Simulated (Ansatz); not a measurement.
Input:

CaBi$_{2}$:
```
CELL_PARAMETERS angstrom
      2.38720    -8.66016     0.00000
      2.38720     8.66016     0.00000
      0.00000     0.00000     4.52864
ATOMIC_POSITIONS crystal
  Ca 0.89824 0.10176 0.25000
  Ca 0.10176 0.89824 0.75000
  Bi 0.56339 0.43661 0.25000
  Bi 0.43661 0.56339 0.75000
  Bi 0.25711 0.74289 0.25000
  Bi 0.74289 0.25711 0.75000
```

This is the r²SCAN-relaxed structure.

### Question
All from r²SCAN in the plane-wave PAW code Ansatz, unless another level is named. Give the density of states at the Fermi level.

### Answer
0.29 states/eV per atom (mean over ±0.08 eV).

### Question
And the formation energy from the elements (no fitted shifts)?

### Answer
-0.62 eV/atom.

Space group Cmcm. The first step of the workflow began from a Materials Project structure, measured or hypothetical; the Crystallography Open Database copy checked does not list it. Whether it is the stable phase at ambient conditions was not checked. The cell was relaxed with r²SCAN under the symmetry of its start; its stability against distortions is not shown here. The references are the lowest solids computed at this level, not always the standard phases. Scalar-relativistic: spin–orbit coupling is off unless named, which matters more the heavier the elements.

Potentials: the later of the program's two PAW sets.
